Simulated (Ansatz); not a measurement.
An elastic tensor (GPa, Voigt order, standard axes) from the program Ansatz at the PBEsol level (PAW):

```tsv
	1	2	3	4	5	6
1	198	68.8	68.8	0.0	0.0	0.0
2	68.8	198	68.8	0.0	0.0	0.0
3	68.8	68.8	198	0.0	0.0	0.0
4	0.0	0.0	0.0	83.3	0.0	0.0
5	0.0	0.0	0.0	0.0	83.3	0.0
6	0.0	0.0	0.0	0.0	0.0	83.3
```

Q: Pick the material that matches.
A. Sn3Pd, Cu3Au type
B. HfIr3, Cu3Au type
C. GaNi3, Cu3Au type
D. TiAl3, Cu3Au type

A: D, TiAl3, Cu3Au type

Space group Pm-3m (Cu3Au type). The first step of the workflow began from a Materials Project structure, measured or hypothetical; the Crystallography Open Database copy checked does not list it. Its standing as an ambient phase is unchecked. The cell was relaxed with PBEsol under the symmetry of its start; its stability against distortions is not shown here. The run is not spin-polarised. As this level gives no gap, shear constants depend on the k-mesh and smearing (Fermi–Dirac, 0.1 eV here).

Potentials: the later of the program's two PAW sets.
